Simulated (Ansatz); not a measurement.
## MnF2

**The experiment.** The Crystallography Open Database holds a cell as deposited of tetragonal MnF2 (space group P4_2/mnm), temperature not stated (1971, doi:10.1107/S0567740871005466): a, c = 4.874, 3.311 Å, 13.11 Å³/atom.

The computed numbers are results of r²SCAN, scalar-relativistic (collinear spin) in the plane-wave PAW code Ansatz at 500 eV, 6×6×8 k-mesh, Gaussian smearing of 0.05 eV. The datasets are Ansatz's generated set soft_2.

```yaml
crystal:
  lattice:
    - [4.86957, 0.00000, 0.00000]
    - [0.00000, 4.86957, 0.00000]
    - [0.00000, 0.00000, 3.29179]
  atoms:
    - { symbol: Mn, position: [0.00000, 0.00000, 0.00000] }
    - { symbol: Mn, position: [0.50000, 0.50000, 0.50000] }
    - { symbol: F, position: [0.30404, 0.30404, 0.00000] }
    - { symbol: F, position: [0.19596, 0.80404, 0.50000] }
    - { symbol: F, position: [0.69596, 0.69596, 0.00000] }
    - { symbol: F, position: [0.80404, 0.19596, 0.50000] }
```

The chain of runs began from a cell as deposited in COD, expanded in volume.

Magnetic state: antiferromagnetic, site spin moments Mn 4.22, -4.22 μB.

The cell above was scaled in volume, and shape and atoms were relaxed at each volume within its symmetry. Energies are counted from the cell above.

```json
{"V (Å³/atom)": "12.489", "ΔE (meV/atom)": "6.64", "P from the stress (GPa)": "4.28"}
{"V (Å³/atom)": "12.749", "ΔE (meV/atom)": "1.56", "P from the stress (GPa)": "2.00"}
{"V (Å³/atom)": "13.010", "ΔE (meV/atom)": "0.00", "P from the stress (GPa)": "-0.01"}
{"V (Å³/atom)": "13.270", "ΔE (meV/atom)": "1.55", "P from the stress (GPa)": "-1.84"}
{"V (Å³/atom)": "13.530", "ΔE (meV/atom)": "5.88", "P from the stress (GPa)": "-3.44"}
{"V (Å³/atom)": "13.920", "ΔE (meV/atom)": "16.89", "P from the stress (GPa)": "-5.48"}
```

Question: Do the energies and the pressures agree? Compare −ΔE/ΔV between neighbouring points (1 meV/Å³ = 0.1602 GPa) with the mean of their pressures.

Answer: 
| interval (Å³/atom) | −ΔE/ΔV (GPa) | mean P (GPa) |
| --- | --- | --- |
| 12.49 to 12.75 | 3.1 | 3.1 |
| 12.75 to 13.01 | 1.0 | 1.0 |
| 13.01 to 13.27 | -1.0 | -0.9 |
| 13.27 to 13.53 | -2.7 | -2.6 |
| 13.53 to 13.92 | -4.5 | -4.5 |
They differ by 0.06 GPa at most.

Question: What do the two routes give for V0, B0 and B0′?

Answer: A third-order Birch–Murnaghan fit of the energies: V0 = 13.00 Å³/atom, B0 = 96 GPa, B0′ = 4.9. A polynomial of P in ln V, with B = −dP/d ln V at P = 0: V0 = 13.01 Å³/atom, B0 = 96 GPa, B0′ = 4.7.

The largest spin moment goes from 4.17 to 4.29 μB along the curve.

B0·V0 = 96.1 GPa × 13.00 Å³ = 7.80 eV/atom sets the scale: near the minimum ΔE ≈ ½ B0 V0 x², with x = V/V0 − 1, and a pressure of 1.0 GPa squeezes the volume by about 1 %. At the ends of the curve: x = −4.0 % predicts 6.1 meV/atom and the run gives 6.6; x = +7.0 % predicts 19.3 meV/atom and the run gives 16.9. The curve is steeper than the parabola on the compressed side and flatter on the expanded side: the bulk modulus rises with pressure.

The site moments grow with the volume, as the open shell mixes less with its neighbours.

**Against experiment.** r²SCAN gives 4.870, 3.292 Å and 13.01 Å³/atom, −0.7 % in volume (−0.2 % in length) from the database's cell. The static lattice lacks zero-point motion and thermal expansion, roughly 1.0 to 2.5 % in volume at 300 K (room temperature assumed) by Grüneisen's rule, γ·3k_BT/(B0·V0) with γ of 1 to 2.5; that can cover the miss.

The run wasn't fully tested for a lower electronic state. Site moments are of spin, integrated over atomic spheres.
